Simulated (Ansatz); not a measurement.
## Property card for Ba2LaTaO6

Ba$_{2}$LaTaO$_{6}$:
```
CELL_PARAMETERS angstrom
      5.26655     3.04725     0.00000
     -5.26655     3.04725     0.00000
     -3.55190     0.00000     5.04354
ATOMIC_POSITIONS crystal
  Ba 0.24787 0.75213 0.74119
  Ba 0.75213 0.24787 0.25881
  La 0.00000 0.00000 0.00000
  Ta 0.50000 0.50000 0.50000
  O  0.69167 0.77036 0.68546
  O  0.30833 0.22964 0.31454
  O  0.77036 0.69167 0.31454
  O  0.22964 0.30833 0.68546
  O  0.27380 0.72620 0.20234
  O  0.72620 0.27380 0.79766
```

Space group C2/m (No. 12); conventional cell a = 10.533 Å, b = 6.094 Å, c = 6.169 Å, α = γ = 90.00°, β = 125.16°.

Method: plane-wave PAW r²SCAN (Ansatz code). Structure relaxed to zero pressure with the same functional. Other levels are named where they apply.

Cell and energy:

```yaml
volume_per_atom: 16.19 Å³
density: 7.08 g/cm³
Formation energy from the elements (no fitted shifts): -3.35 eV/atom
```

Electronic structure:

```yaml
band_gap: 4.13 eV (indirect)
valence_band_maximum: off the standard path, at k = (0.177, 0.490, 0.401) in fractions of the reciprocal vectors
conduction_band_minimum: at Y2 (k = 0.500, 0.500, 0.000 in fractions of the reciprocal vectors)
smallest_direct_gap_on_the_standard_path: 4.24 eV
electron_effective_mass: 0.50, 0.55, 7.8 mₑ (principal values)
Electron effective mass with spin–orbit coupling: 0.50, 0.55, 8.1 mₑ (principal values)
hole_effective_mass: 0.97, 1.6, 4.5 mₑ (principal values)
Hole effective mass with spin–orbit coupling: 0.96, 1.7, 4.5 mₑ (principal values)
HSE06 gap on the r²SCAN cell: 5.11 eV
Gap with spin–orbit coupling: 4.11 eV
```

Mechanics:

```yaml
Bulk modulus (Birch–Murnaghan fit): 130 GPa
Pressure derivative B′: 4.2
```

Charges:

```yaml
bader_charges: Ba +1.58, La +2.10, Ta +3.00, O -1.38 e
```

The first step of the workflow began from a Materials Project structure, measured or hypothetical; the Crystallography Open Database copy checked does not list it. Whether it is the stable phase at ambient conditions was not checked. The cell was relaxed with r²SCAN under the symmetry of its start; whether a distortion lowers the energy is not shown. The run is not spin-polarised. The references are the lowest solids computed at this level, not always the standard phases (solids in place of the gases). Spin–orbit coupling is left out wherever it is not named.

Potentials: the later of the program's two PAW sets.
